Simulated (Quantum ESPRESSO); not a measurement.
# Band energies of RbCdF₃

```
RbCdF3
1.0
    4.42498     0.00000     0.00000
    0.00000     4.42498     0.00000
    0.00000     0.00000     4.42498
F Rb Cd
3 1 1
Cartesian
  0.00000   2.21249   2.21249
  2.21249   0.00000   2.21249
  2.21249   2.21249   0.00000
  0.00000   0.00000   0.00000
  2.21249   2.21249   2.21249
```

PBEsol (Quantum ESPRESSO, PseudoDojo norm-conserving, 102 Ry, no spin-orbit coupling); path ΓXMΓRX,MR; energies in eV from the valence-band maximum.

| k (1/Å) | point | band 21 | band 22 | band 23 | band 24 | band 25 | band 26 | band 27 | band 28 |
|---|---|---|---|---|---|---|---|---|---|
| 0.00 | Γ | -1.64 | -1.64 | -1.52 | -1.52 | -1.52 | 3.08 | 8.12 | 8.12 |
| 0.47 |  | -1.73 | -1.65 | -1.65 | -1.46 | -1.46 | 4.70 | 7.80 | 8.71 |
| 0.71 | X | -1.68 | -1.67 | -1.67 | -1.42 | -1.42 | 5.62 | 7.13 | 8.94 |
| 0.95 |  | -1.76 | -1.63 | -1.45 | -1.40 | -1.06 | 5.82 | 7.41 | 9.17 |
| 1.42 | M | -1.77 | -1.53 | -1.53 | -1.25 | 0.00 | 6.73 | 9.06 | 9.06 |
| 1.59 |  | -1.76 | -1.54 | -1.53 | -1.29 | -0.15 | 6.48 | 8.54 | 9.12 |
| 1.92 |  | -1.73 | -1.59 | -1.52 | -1.52 | -1.02 | 4.82 | 8.42 | 8.94 |
| 2.26 |  | -1.64 | -1.64 | -1.61 | -1.52 | -1.48 | 3.32 | 8.22 | 8.24 |
| 2.42 | Γ | -1.64 | -1.64 | -1.52 | -1.52 | -1.52 | 3.08 | 8.12 | 8.12 |
| 2.78 |  | -1.67 | -1.67 | -1.57 | -1.40 | -1.40 | 4.02 | 8.56 | 8.56 |
| 3.13 |  | -1.60 | -1.60 | -1.40 | -0.86 | -0.86 | 5.84 | 8.74 | 8.74 |
| 3.65 | R | -1.24 | -1.24 | -1.24 | 0.00 | 0.00 | 7.55 | 7.55 | 7.55 |
| 3.94 |  | -1.38 | -1.33 | -1.28 | -0.46 | -0.17 | 6.99 | 7.89 | 8.02 |
| 4.23 |  | -1.69 | -1.45 | -1.36 | -1.29 | -0.67 | 6.21 | 7.83 | 9.06 |
| 4.66 | X | -1.68 | -1.67 | -1.67 | -1.42 | -1.42 | 5.62 | 7.13 | 8.94 |
| 4.66 | M | -1.77 | -1.53 | -1.53 | -1.25 | 0.00 | 6.73 | 9.06 | 9.06 |
| 4.84 |  | -1.73 | -1.50 | -1.50 | -1.25 | 0.00 | 6.80 | 8.73 | 8.73 |
| 5.37 | R | -1.24 | -1.24 | -1.24 | 0.00 | 0.00 | 7.55 | 7.55 | 7.55 |

The PBEsol gap is indirect, 3.08 eV, from R to Γ; the smallest direct gap is 4.60 eV.

Spin-orbit splittings are left out. The cell is held in this high symmetry; tilts and polar distortions were not searched.

Geometry of the Materials Project entry, not relaxed at this level.

The structure is a Materials Project entry; no match was found in the copy of COD used, and its stability was not checked.
